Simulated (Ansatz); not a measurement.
Pd$_{3}$PtSe$_{8}$ (P-1) at 3 levels of theory

One geometry, relaxed with PBE; plane waves with PAW potentials in Ansatz, scalar-relativistic. No spin polarisation. Gaps are the least over mesh and band path; pressure is positive in compression.

```xyz
12
Lattice="5.7654 0.0000 0.0000 -0.0017 5.9241 0.0000 -0.0564 -0.0566 8.9591" Properties=species:S:1:pos:R:3 pbc="T T T"
Pd    0.0000    0.0000    0.0000
Pd    2.8545   -0.0283    4.4795
Pd    2.8818    2.9620    0.0000
Pt   -0.0290    2.9337    4.4795
Se    0.6087    5.1751    5.2242
Se    2.2417    0.7094    0.7398
Se    3.5083    3.6444    3.7411
Se    5.0681    2.1965    8.2196
Se    5.0986    0.6924    3.7348
Se    3.4656    5.1580    8.2193
Se    2.1990    2.2231    5.2180
Se    0.6392    3.6710    0.7395
```

```json
{"level": "PBE", "cutoff (eV)": "420", "k mesh": "6×6×4", "gap (eV)": "0.78", "pressure (GPa)": "0.0"}
```

Q: What comes out on the same cell with r2SCAN, LDA?

A:
| level | cutoff (eV) | k mesh | gap (eV) | pressure (GPa) |
| --- | --- | --- | --- | --- |
| r2SCAN | 500 | 6×6×4 | 0.92 | -2.0 |
| LDA | 420 | 6×6×4 | 0.71 | -5.4 |

Spin-orbit coupling matters for the bands of heavy elements and is left out. The cell holds layers, chains or molecules and no dispersion correction was added, so their binding is poorly described.

It was reached by relaxing an invented guess, and it needn't be the stable form of this composition.
